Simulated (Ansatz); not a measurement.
An ordered 4-atom cell of LuGaN2 on the rocksalt lattice (R-3m) at its r2SCAN geometry, run in Ansatz 0.2.0 at 3 levels of theory. The calculation is non-magnetic, and the structure need not be a phase that has been made.

The PBE+SOC input:
```yaml
crystal:
  lattice:
    - [1.6090533074, 0.9289873602, 5.0670005234]
    - [-1.6090533074, 0.9289873602, 5.0670005234]
    - [0.0, -1.8579747204, 5.0670005234]
  atoms:
    - { symbol: Ga, position: [1.0, 0.0, 0.0] }
    - { symbol: Lu, position: [0.5, 0.5, 0.5] }
    - { symbol: "N", position: [0.2563826318, 0.2563826318, 0.2563826318] }
    - { symbol: "N", position: [0.7436173682, 0.7436173682, 0.7436173682] }
kpoints:
  mp_grid: { grid: [10, 10, 10] }
  band_path:
    path:
      - [0.0, 0.0, 0.0]
      - [0.5, 0.5, 0.5]
      - [0.8109241282, 0.1890758718, 0.5]
      - [0.5, -0.1890758718, 0.1890758718]
      - [0.5, 0.0, 0.0]
      - [0.3445379359, -0.3445379359, 0.0]
      - [0.6554620641, 0.0, 0.3445379359]
      - [0.5, 0.0, 0.5]
      - [0.0, 0.5, 0.5]
    npoints: 1
hamiltonian:
  xc: pbe
scf:
  occupations: { method: fixed }
  n_extra_bands: 10
magnetization:
  noncollinear: true
  spin_orbit: true
output:
  forces: true
  stress: true
  eigenvalues: true
```

Main results, then, where recorded, the levels near the gap in eV from the Fermi energy (columns number the bands from 0), one row a point of the path (Γ, T, H₂, H₀, L, S₀, S₂, F, F):
```
Crystal: 4 atoms, lattice volume = 45.445 Å³
Symmetry: 12 space group operations + 12 with time reversal
Magnetic group: BNS 166.98 (UNI 1328)
```
```
Basis set: ecut = 420 eV, 899 PW (Γ), FFT grids on a1−a3, a2−a3, a3
k-points: 116 of 1000
SCF converged after 10 iterations
Free energy (F): -19303.783875 eV
Fermi energy:    15.593219 eV
--- Forces (eV/Å), atoms counted from 1 ---
  atom   1  Ga      0.00000      0.00000      0.00000
  atom   2  Lu      0.00000      0.00000      0.00000
  atom   3  N       0.00000      0.00000    -0.07926
  atom   4  N       0.00000      0.00000      0.07926
--- Stress (GPa, compression-positive) ---
        5.151859       0.000000       0.000000
        0.000000       5.151859       0.000000
        0.000000       0.000000       4.171891
  P = ⅓ Tr σ = 4.8252 GPa (48.252 kbar)
```
```tsv
band_40	band_41	band_42	band_43	band_44	band_45	band_46	band_47	band_48	band_49	band_50	band_51	band_52	band_53
-2.210	-2.210	-0.540	-0.540	-0.519	-0.519	0.000	0.000	1.740	1.740	4.414	4.414	4.512	4.512
-2.301	-2.301	-2.274	-2.274	-0.418	-0.418	-0.400	-0.400	3.037	3.037	4.028	4.028	4.607	4.607
-2.569	-2.569	-2.537	-2.537	-1.473	-1.473	-0.983	-0.983	3.563	3.563	4.733	4.733	5.068	5.068
-2.569	-2.569	-2.537	-2.537	-1.473	-1.473	-0.983	-0.983	3.563	3.563	4.733	4.733	5.068	5.068
-2.589	-2.589	-2.556	-2.556	-1.092	-1.092	-0.525	-0.525	2.592	2.592	4.378	4.378	6.924	6.924
-2.577	-2.577	-2.530	-2.530	-1.636	-1.636	-1.002	-1.002	3.567	3.567	4.888	4.888	5.218	5.218
-2.577	-2.577	-2.530	-2.530	-1.636	-1.636	-1.002	-1.002	3.567	3.567	4.888	4.888	5.218	5.218
-2.049	-2.049	-1.970	-1.970	-1.831	-1.831	-1.433	-1.433	1.455	1.455	3.022	3.022	5.607	5.607
-2.049	-2.049	-1.970	-1.970	-1.831	-1.831	-1.433	-1.433	1.455	1.455	3.022	3.022	5.607	5.607
```

PBE+SOC gives an indirect gap of 1.45 eV, from Γ to F; the least direct gap is 1.74 eV at Γ.

r2SCAN. Against the first input these blocks differ (the band path and keys that only write files left aside):
```yaml
hamiltonian:
  xc: r2scan
scf:
  occupations: { method: fixed }
  n_extra_bands: 5
```
(magnetization left out)

```
Basis set: ecut = 500 eV, 1141 PW (Γ), FFT grids on a1−a3, a2−a3, a3
k-points: 116 of 1000
SCF converged after 8 iterations
Free energy (F): -19307.715364 eV
Fermi energy:    15.359953 eV
--- Forces (eV/Å), atoms counted from 1 ---
  atom   1  Ga      0.00000      0.00000      0.00000
  atom   2  Lu      0.00000      0.00000      0.00000
  atom   3  N       0.00000      0.00000    -0.00036
  atom   4  N       0.00000      0.00000      0.00036
--- Stress (GPa, compression-positive) ---
        0.000823       0.000000       0.000000
        0.000000       0.000823       0.000000
        0.000000       0.000000       0.005722
  P = ⅓ Tr σ = 0.0025 GPa (0.025 kbar)
```
```tsv
band_20	band_21	band_22	band_23	band_24	band_25	band_26
-2.248	-0.532	-0.532	0.000	2.273	4.997	5.051
-2.330	-2.330	-0.416	-0.416	3.560	4.555	5.110
-3.171	-3.122	-1.482	-1.011	4.124	5.263	5.608
-3.171	-3.122	-1.482	-1.011	4.124	5.263	5.608
-3.225	-3.186	-1.085	-0.556	3.044	4.960	7.579
-3.196	-3.115	-1.662	-1.026	4.129	5.442	5.739
-3.196	-3.115	-1.662	-1.026	4.129	5.442	5.739
-2.084	-2.067	-1.869	-1.526	1.910	3.622	6.276
-2.084	-2.067	-1.869	-1.526	1.910	3.622	6.276
```

With r2SCAN the valence top lies at Γ and the conduction bottom at F, 1.91 eV higher; the smallest vertical gap, at Γ, is 2.27 eV. The mean stress is close to zero (0.00 GPa).

Question: In the first input these blocks are replaced (the band path and keys that only write files left aside):
```yaml
kpoints:
  mp_grid: { grid: [6, 6, 6] }
hamiltonian:
  xc: hse06
scf:
  occupations: { method: fixed }
  n_extra_bands: 5
```
(magnetization left out)
What comes out?

Answer:
```
Basis set: ecut = 420 eV, 899 PW (Γ), FFT grids on a1−a3, a2−a3, a3
k-points: 32 of 216
Exchange kernel: α = 0.2500, screened, ω = 0.2079 Å⁻¹, Wigner–Seitz truncation, v(0) = 1044.7438 eV·Å³, q-mesh 6×6×6
hybrid outer 1: dexx = +2.711e-2 eV, tail = 4.82e-4 eV
hybrid outer 2: dexx = +2.327e-6 eV, tail = 1.79e-7 eV, Δε = 8.86e-3 eV, ΔF = 9.00e-3 eV/Å
hybrid outer 3: dexx = +1.370e-9 eV, tail = 7.35e-10 eV, Δε = 1.78e-4 eV, ΔF = 2.84e-5 eV/Å
hybrid SCF converged: 3 outer / 14 inner (+3 warm-up)
Free energy (F): -19286.807256 eV
Fermi energy:    14.759478 eV
--- Forces (eV/Å), atoms counted from 1 ---
  atom   1  Ga      0.00000      0.00000      0.00000
  atom   2  Lu      0.00000      0.00000      0.00000
  atom   3  N       0.00000      0.00000      0.11102
  atom   4  N       0.00000      0.00000    -0.11102
--- Stress (GPa, compression-positive) ---
        0.254773       0.000000       0.000000
        0.000000       0.254773       0.000000
        0.000000       0.000000       0.487408
  P = ⅓ Tr σ = 0.3323 GPa (3.323 kbar)
```
```tsv
band_20	band_21	band_22	band_23	band_24	band_25	band_26
-2.223	-0.531	-0.531	0.000	3.088	5.710	6.083
-2.297	-2.297	-0.414	-0.414	4.369	5.489	6.138
-4.247	-4.147	-1.519	-0.980	5.048	6.177	6.624
-4.247	-4.147	-1.519	-0.980	5.048	6.177	6.624
-4.339	-3.522	-1.118	-0.540	3.902	5.948	8.573
-4.335	-4.072	-1.712	-0.998	5.056	6.427	6.705
-4.335	-4.072	-1.712	-0.998	5.056	6.427	6.705
-2.321	-2.039	-1.865	-1.717	2.658	4.530	6.971
-2.321	-2.039	-1.865	-1.717	2.658	4.530	6.971
```
With HSE06 the valence top lies at Γ and the conduction bottom at F, 2.66 eV higher; the smallest vertical gap, at Γ, is 3.09 eV. The mean stress, +0.3 GPa, is small, and the program warns that its thresholds are loose for a hybrid's stress.

The hybrids run on coarser meshes, which limits their stresses and small splittings of levels.

Totals of different functionals, or with and without spin-orbit coupling, can't be compared.

Only the levels marked +SOC include spin-orbit coupling.
